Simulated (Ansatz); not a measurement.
An element in the fcc structure gives these cold pressures by all-electron LAPW under LDA (Ansatz 0.2.0, scalar-relativistic, no spin polarisation).

```csv
V (Å³/atom),P (GPa)
15.67,-0.01
14.42,30.2
13.17,75.6
11.91,144.2
10.66,251.2
9.40,420.8
8.15,708.2
7.05,1160
```

**Question.** Which element is it?

**Answer.** W. Its zero-pressure volume in this structure is near 15.7 Å³/atom; the volume and the steepness of P(V) together point to it, though neighbours can come close. Other candidates weren't computed, and some may come near.
